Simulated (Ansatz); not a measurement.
A geometry of AlRu away from equilibrium: step 2 of the relaxation of a relaxed AlRu cell displaced along its unstable phonon at q = (½, ½, 0) of its primitive reciprocal cell (126i cm⁻¹), largest move 0.15 Å. The numbers are results of PBE (plane waves to 420 eV, PAW, scalar-relativistic; Ansatz, an electronic-structure program), not measurements. Γ-centred k-mesh 13×13×13 on the run's cell (coarser than for final values), Fermi–Dirac smearing 0.05 eV. The plane waves were selected for a different cell earlier on the path.

```
CELL_PARAMETERS angstrom
     -2.83606     4.10521     4.96215
      0.00000     0.00000     4.96215
      1.44421     2.07115    -2.48107
ATOMIC_POSITIONS crystal
  Ru 0.75000 0.56967 0.50000
  Ru 0.25000 0.43033 0.50000
  Al 0.25000 0.93532 0.50000
  Al 0.75000 0.06468 0.50000
```

Give the Cartesian forces on all atoms (eV/Å).


```
atom    Fx    Fy     Fz
----  ----  ----  -----
Ru1   0.00  0.00   0.37
Ru2   0.00  0.00  -0.37
Al3   0.00  0.00  -0.59
Al4   0.00  0.00   0.59
```

The path ends in I4₁/amd (No. 141). No spin polarisation in the result.

The run could not lose the symmetry of its start: the end is stationary, and may be a saddle point rather than a minimum.

The end of the path is a generated cell of AlRu: the first start was made by placing the elements on the sites of a structure type, and the end was not matched to a known phase here, so it may be hypothetical.
